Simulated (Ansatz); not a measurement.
# Cold compression of Nb (fcc type)

```yaml
crystal:
  lattice:
    - [0.00000, 2.08556, 2.08556]
    - [2.08556, 0.00000, 2.08556]
    - [2.08556, 2.08556, 0.00000]
  atoms:
    - { symbol: Nb, position: [0.00000, 0.00000, 0.00000] }
```

The cell comes from a relaxation on PAW files under the same functional, begun from a prototype that needn't be the stable phase.

Its volume is scaled at fixed shape and fractional positions.

All numbers are PBEsol results (scalar-relativistic) from Ansatz 0.2.0, with a Γ-centred 16×16×16 k mesh, Fermi–Dirac smearing of 0.05 eV, no spin polarisation. Methods: LAPW: all electrons, basis error target 1 meV/atom; PAW: frozen-core files, cutoff 420 eV; crystal datasets: all electrons, by PAW datasets that the program makes for each cell; norm-conserving: pseudopotentials, cutoff 1116 eV; PAW (cutoff 300 eV): frozen-core files, cutoff 300 eV.

Energies are extrapolated to zero smearing and count from the unscaled cell; pressure is positive in compression; gaps take the mesh and a band path. No temperature or zero-point motion is included.

The PAW files were made under PBE. The structure type is held throughout; the real material can change phase at far lower pressure.

```
V/V0  V (Å³/atom)  P LAPW (GPa)  ΔE LAPW (eV/atom)  P PAW − LAPW (GPa)  ΔE PAW − LAPW (meV/atom)
1.00        18.14         -0.04              0.000                0.01                       0.0
0.95        17.24          9.74              0.026                0.01                       0.1
0.85        15.42          37.4              0.281               -0.01                       0.0
0.75        13.61          81.3              0.932               -0.05                      -0.3
0.65        11.79             ?                  ?                   ?                         ?
0.55         9.98         286.4              4.657               -0.56                      -5.3
0.45         8.16         557.9              9.227               -1.59                     -16.2
0.40         7.26         819.9             13.064               -2.58                     -27.4
```

(1) Fit the Vinet equation to the LAPW pressures shown (residuals weighted by 1/(|P| + 0.03·Pmax)), and predict the pressure of the withheld row.

(2) From the table, what is the rise of the enthalpy H = E + pV up to the last row, and how stiff is the crystal between the last two rows?

(3) At the smallest volume, how far do crystal datasets and norm-conserving and PAW (cutoff 300 eV) lie from LAPW in pressure?

(4) How do the Löwdin populations by LAPW change from the unscaled cell to the last row?

Results:

(1) The fit gives V0 = 18.18 Å³/atom, B0 = 158 GPa and B0′ = 4.12. At 11.79 Å³/atom, x = (V/V0)^(1/3) = 0.8657, and P = 3·B0·(1 − x)/x²·exp[1.5·(B0′ − 1)·(1 − x)] = 158.9 GPa. The run itself gave 155.3 GPa (+2.3 % off) and ΔE = 2.238 eV/atom.

(2) ΔH = 13.064 eV + (819.9 GPa × 7.26 Å³ + 0.04 GPa × 18.14 Å³) × 0.006242 eV/(GPa·Å³) = 50.20 eV/atom, of which pV makes 74 %. The mean bulk modulus there is −ΔP/Δln V = 2220 GPa.

(3) crystal datasets: +0.01 GPa; norm-conserving: +5.56 GPa; PAW (cutoff 300 eV): -4.53 GPa, on a LAPW pressure of 819.9 GPa.

(4) Nb 4s 1.94 → 1.76, Nb 5s 0.72 → 0.33, Nb 4p 5.98 → 5.70, Nb 4d 4.32 → 5.16 electrons an atom. These are projections on the shells that the free atoms fill; 0.05 e a cell lies outside them at the start and 0.07 e at the end.
